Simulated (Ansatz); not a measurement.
Se:
```
CELL_PARAMETERS angstrom
      4.03724     0.00000     0.00000
     -2.01862     3.49635     0.00000
      0.00000     0.00000     5.12266
ATOMIC_POSITIONS crystal
  Se 0.24879 0.00000 0.83333
  Se 0.00000 0.24879 0.16667
  Se 0.75121 0.75121 0.50000
```

Relaxed with PBEsol. Special points in fractions of this cell's reciprocal vectors: Γ (0.000, 0.000, 0.000); M (0.500, 0.000, 0.000); K (0.333, 0.333, 0.000); A (0.000, 0.000, 0.500); L (0.500, 0.000, 0.500); H (0.333, 0.333, 0.500).

Q: List the band energies nearest the valence-band maximum at these points for PBEsol (plane waves, PAW; program Ansatz).

A: In eV from the valence-band maximum; about four levels below and three above (degenerate sets whole), none deeper than 8.9 eV; points with the same levels are listed once.

```csv
k,below,above
Γ,-3.52 -3.52 -1.96 -1.96 -0.61,1.37 1.37 1.97
M,-3.93 -3.72 -1.54 -1.04,1.35 1.59 4.19
K,-3.37 -3.37 -3.14 -2.59,3.21 3.21 3.70
A,-3.19 -3.19 -1.47 -1.42 -1.42,0.82 0.82 0.83
L,-4.35 -2.56 -2.06 -0.16,1.21 2.42 2.91
H,-5.66 -5.66 -1.23 -0.06 -0.06,0.39 2.12 2.12
```

Space group P3_121 (trigonal Se type). The PBEsol relaxation kept the symmetry of its start. A crystal of weakly bound chains computed without a dispersion correction: the cell and the soft elastic constants depend strongly on that. Spin–orbit coupling is left out wherever it is not named.

Potentials: the later of the program's two PAW sets.
